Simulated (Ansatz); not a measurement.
## Bi2S3: gradients before and after relaxing the atoms

Start: a structure deposited in the COD, atoms as given.

Space group Pnma (No. 62); a = 11.3450, b = 3.9940, c = 11.1930 Å.

| site | Wyckoff | site symmetry | x | y | z |
| --- | --- | --- | --- | --- | --- |
| Bi1 | 4c | .m. | 0.4835 | 0.2500 | 0.3257 |
| Bi5 | 4c | .m. | 0.3407 | 0.7500 | 0.0339 |
| S9 | 4c | .m. | 0.2835 | 0.2500 | 0.1943 |
| S13 | 4c | .m. | 0.5495 | 0.7500 | 0.1286 |
| S17 | 4c | .m. | 0.3767 | 0.7500 | 0.4414 |

One atom of each set is listed.

The numbers come from a DFT calculation in Ansatz (PBE, plane waves and PAW, scalar-relativistic, 420 eV cutoff, Γ-centred 3×7×3 k-points, Fermi–Dirac smearing 0.02 eV).

The largest force at the start is 0.19 eV/Å. Relaxing the ions at fixed cell moves them by 0.036 Å at most (atom 4, Bi) and 0.028 Å rms. End positions:

Bi1 (0.4866, 0.2500, 0.3251)
Bi5 (0.3388, 0.7500, 0.0320)
S9 (0.2845, 0.2500, 0.1922)
S13 (0.5498, 0.7500, 0.1292)
S17 (0.3780, 0.7500, 0.4438)

```
site  moved (Å)   first shell before    first shell after  V_zz before (10²¹ V/m²)  η before
 Bi1      0.036   7 S at 2.67–3.41 Å   7 S at 2.70–3.38 Å                    10.01      0.99
 Bi5      0.031   7 S at 2.60–3.34 Å   7 S at 2.63–3.32 Å                    -24.2      0.03
  S9      0.026  3 Bi at 2.70–2.76 Å  3 Bi at 2.73–2.75 Å                    -2.47      0.53
 S13      0.007  5 Bi at 2.60–3.07 Å  5 Bi at 2.63–3.05 Å                     4.76      0.84
 S17      0.030  5 Bi at 2.67–3.34 Å  5 Bi at 2.70–3.32 Å                    -9.37      0.27
```

Task: What are V_zz and η after the relaxation?

Result: 

```tsv
site	V_zz after	η after	change of V_zz
Bi1	7.66	0.99	-2.35
Bi5	-19.52	0.08	+4.70
S9	-2.67	0.34	-0.20
S13	4.24	0.94	-0.52
S17	-8.90	0.16	+0.47
```

The largest change of V_zz is on Bi5, from -24.2 to -19.52. In per cent, |V_zz| changes by -23 to -19 on Bi, -11 to +8 on S (all sites that start above 0.5). Where |V_zz| stays above 0.1, η moves most on S9, from 0.53 to 0.34.

Spin–orbit coupling is left out, which shifts gradients on Bi by a few per cent, and by more where contributions nearly cancel.
